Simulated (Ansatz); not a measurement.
# Relaxing a structure of Co₂Si

The start is a generated cell, Co2Si built in the AFLOW prototype AB2_oI6_71_a_g (as in MoPt2). The structure is fully relaxed (lattice and positions, P = 0) with r2SCAN (plane waves to 500 eV, PAW, scalar-relativistic; Ansatz, a first-principles code). The first steps use a coarse 11×11×11 k-mesh.

Initial structure:
```
Co2Si
1.0
   -1.23252     1.75525     3.69757
    1.23252    -1.75525     3.69757
    1.23252     1.75525    -3.69757
Si Co
1 2
Direct
  0.00000   0.00000   0.00000
  0.64667   0.64667   0.00000
  0.35333   0.35333   0.00000
```
Spin-polarised start, with parallel moments on Co.

Q: How large is the pressure on the unrelaxed cell, and of which sign?

A: +7 GPa (positive: the cell is compressed).

Q: Which atoms feel the largest initial force, and how large is it?

A: About 2.1 eV/Å, on Co2, Co3 (atoms numbered as listed).

Q: How much energy is released per atom?

A: 0.11 eV/atom.

Q: How do the shortest distances between atoms change?

A: The closest pairs of elements (up to four, under 3.6 Å), start → end: Co–Co 2.17 → 2.39 Å; Co–Si 2.40 → 2.45 Å; Si–Si 2.47 → 2.57 Å.

Q: Is the relaxed structure metallic? Give its gap.

A: No gap (metallic).

Q: What magnetic moments remain?

A: Net 0.79 μB/atom, ferromagnetic.

The space group stays Immm (No. 71) (the run could not lower it); the end is AFLOW prototype AB2_oI6_71_a_g (as in MoPt2), with 3 atoms in the primitive magnetic cell. Final values are on a 16×16×16 k-mesh of the relaxed cell. Spin state reached: ferromagnetic (net 0.79 μB/atom), from parallel starting moments; other spin orders were not run from this start. r2SCAN tends to overstate moments in metals.

The run could not lose the symmetry of its start; a randomly shaken copy of 6 atoms returns to this structure.

The relaxed structure here is a generated cell of Co2Si: the first start was made by placing the elements on the sites of a structure type, and the end was not matched to a known phase here, so it may be hypothetical.
